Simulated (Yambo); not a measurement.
BSE-type run in Yambo on TiO2 (space group P2_1/c, No. 14), at zero momentum.

Quantum ESPRESSO step (PBEsol, PseudoDojo standard norm-conserving files, scalar-relativistic):
```
&CONTROL
  calculation = 'nscf'
  pseudo_dir = './pseudo'
  outdir = './out'
/
&SYSTEM
  ibrav = 0
  nat = 12
  ntyp = 2
  ecutwfc = 84.0
  ecutrho = 336.0
  occupations = 'fixed'
  force_symmorphic = .true.
  nbnd = 95
/
&ELECTRONS
  conv_thr = 1.2000000000000002e-08
  diago_full_acc = .true.
  diago_thr_init = 1e-08
/
ATOMIC_SPECIES
O 15.9990 O.upf
Ti 47.8670 Ti.upf
CELL_PARAMETERS angstrom
  4.812700000000   0.000000000000   0.000000000000
  0.000000000000   4.871880000000   0.000000000000
 -0.862888000000   0.000000000000   4.966589000000
ATOMIC_POSITIONS crystal
O   0.445360000000   0.742370000000   0.966770000000
O   0.554640000000   0.257630000000   0.033230000000
O   0.554640000000   0.242370000000   0.533230000000
O   0.445360000000   0.757630000000   0.466770000000
O   0.063840000000   0.323030000000   0.351560000000
O   0.936160000000   0.676970000000   0.648440000000
O   0.936160000000   0.823030000000   0.148440000000
O   0.063840000000   0.176970000000   0.851560000000
Ti   0.277440000000   0.447190000000   0.713150000000
Ti   0.722560000000   0.552810000000   0.286850000000
Ti   0.722560000000   0.947190000000   0.786850000000
Ti   0.277440000000   0.052810000000   0.213150000000
K_POINTS automatic
4 4 4 0 0 0
```

Yambo input:
```
rim_cut
optics
bse
bss
dipoles
em1s
RandQpts= 1000000
RandGvec= 1 Ry
FFTGvecs= 40 Ry
Chimod= "HARTREE"
BSKmod= "SEX"
BSEmod= "resonant"
BSSmod= "hs"
BSENGexx= 15 Ry
BSENGBlk= 3 Ry
% KfnQP_E
 1.366 | 1.0 | 1.0 |
%
% BSEQptR
 1 | 1 |
%
% BSEBands
 35 | 64 |
%
% BEnRange
 0.0 | 8.7 | eV
%
% BDmRange
 0.15 | 0.15 | eV
%
BEnSteps= 174
% BLongDir
 0.0 | 0.0 | 1.0 |
%
BSHayTrs= -0.02
BSSNEig= 24
WRbsWF
% BndsRnXs
 5 | 91 |
%
NGsBlkXs= 3 Ry
% LongDrXs
 1.0 | 1.0 | 1.0 |
%
```

From the report:

The dimension is k points × valence × conduction bands = 64 × 14 × 16 = 14336.
```
  [SLEPC] Approach                          : Krylov-Schur
  [SLEPC] Number of requested eigenvalues   :  24
  [SLEPC] Number of eigenvalues        [NEV]:  24
   [K] Dimension                                    :  14336
   [K] Bands                                        :   35   64
   [K] Exchange res                                 : yes
   [K] Correlation res                              : yes
   [K] W interaction is bare                        : no
   [K] RL vectors exchange                          :   771
   [K] RL vectors correlation                       :   77
   [W] Matrix size                                  :   77
   [W] Bands                                        :    5   91
   [W] Coulomb Cutoff                               : none
   [W] Hxc Kernel                                   : HARTREE
```

Geometry of the Materials Project entry, not relaxed at this level.

This is not the ordinary phase of the substance.
